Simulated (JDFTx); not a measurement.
Input for a modified build of JDFTx: hydrosulfide, HS (SMILES [SH-]), charge -1, multiplicity 1, linear PCM (GLSSA13), methanol, 1 M KF; lengths in bohr, energies in hartree. JDFTx counts charge in electrons: elec-initial-charge is the number of excess electrons. This linear run has a cavity as tight as the nonlinear model's, a pairing that the parameters may not suit. The run starts from orbitals saved by an earlier run of the same system.

```
lattice \
  21.7318504332 0.0000000000 0.0000000000 \
  0.0000000000 19.3696927774 0.0000000000 \
  0.0000000000 0.0000000000 19.3696927774
coords-type Cartesian
ion S 1.2629709224 -0.0000066129 -0.0000044086 0
ion H -1.2629709224 0.0000066129 0.0000044086 0
ion-species pseudo/s_pbe_v1.4.upf
ion-species pseudo/h_pbe_v1.4.upf
core-overlap-check none
elec-cutoff 20 100
elec-ex-corr gga-PBE
symmetries none
elec-n-bands 4
elec-initial-charge +1
electronic-minimize nIterations 150 energyDiffThreshold 1e-7
fluid LinearPCM
pcm-variant GLSSA13
fluid-solvent Methanol
fluid-cation K+ 1
fluid-anion F- 1
fluid-minimize nIterations 400 knormThreshold 1e-11
wavefunction read s0.wfns 7
dump-name s6.$VAR
dump End State Ecomponents EigStats BandEigs Forces ElecDensity IonicPositions FluidDebug
```

The log closes as follows.

```
[...]
ElecMinimize: Iter:   7  Etot: -11.000941480407024  |grad|_K:  7.071e-07  alpha:  1.233e+00  linmin: -6.298e-05
ElecMinimize: Iter:   8  Etot: -11.000941571403082  |grad|_K:  3.543e-07  alpha:  1.304e+00  linmin:  1.630e-05
ElecMinimize: Iter:   9  Etot: -11.000941586445597  |grad|_K:  1.913e-07  alpha:  9.620e-01  linmin: -1.512e-01
ElecMinimize: Converged (|Delta Etot|<1.000000e-07 for 2 iters).

# Ionic positions in cartesian coordinates:
ion S   1.262970922400000  -0.000006612900000  -0.000004408600000 0
ion H  -1.262970922400000   0.000006612900000   0.000004408600000 0

# Forces in Cartesian coordinates:
force S   0.009396988135712   0.000000046372524  -0.000001533584149 0
force H  -0.009410202487783   0.000000449895145   0.000001460410070 0

# Energy components:
   A_diel =       -0.0508698742753743
   Eewald =       -1.0560209350014766
       EH =        9.0306243802973380
     Eloc =      -22.0568208230886462
      Enl =        1.7214597240551990
      Exc =       -4.7332385680617337
 Exc_core =        1.7677273956226895
       KE =        4.3770489489747604
  MuShift =       -0.0008518349683526
-------------------------------------
     Etot =      -11.0009415864455971


	eMin: -0.564855 at state 0 ( [ +0.000000 +0.000000 +0.000000 ] spin 0 )
	HOMO: -0.163238 at state 0 ( [ +0.000000 +0.000000 +0.000000 ] spin 0 )
```

The run took 10 electronic cycles (a count that differs between repeats, as do the digits past 10⁻⁶ Ha); the highest occupied level lies at -4.44 eV from the bulk liquid.
